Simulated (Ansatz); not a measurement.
Given:

Relaxed CdTe (zinc blende):

```xyz
2
Lattice="0.0000 3.3090 3.3090 3.3090 0.0000 3.3090 3.3090 3.3090 0.0000" Properties=species:S:1:pos:R:3 pbc="T T T"
Te     4.9635     4.9635     4.9635
Cd     0.0000     0.0000     0.0000
```

Two-dimensional scan of atom 2 (Cd, nearest neighbour Te at 2.866 Å; its periodic images, 4.7 Å or more away, move with it): u runs along (1.000, 0.000, 0.000), v along (0.000, 1.000, 0.000) (Cartesian). Cell and other atoms are fixed.

These are PBE (plane waves to 420 eV, PAW, scalar-relativistic; Ansatz, a program for electronic structure) values and carry that method's errors. k mesh 7×7×7 (Γ-centred), Fermi-Dirac smearing 0.05 eV. E stands for the smeared free energy. CdTe was relaxed with its symmetry unable to fall. Spin-orbit coupling is left out, though Te is heavy. ΔE is measured from the undisplaced structure. Axes are in Å.

The scan covers u from -0.430 to 0.430 Å in 5 points and v from -0.430 to 0.430 Å in 5 points.

Task: Is the undisplaced position a minimum, a maximum or a saddle of this map?

Result: A minimum.

Task: What are the two principal curvatures of the energy at the centre?

Result: 3.7 eV/Å², isotropic.

(For displaced atoms, the force is minus the slope of the energy, and its curvature is a force constant, which sets phonon frequencies.)
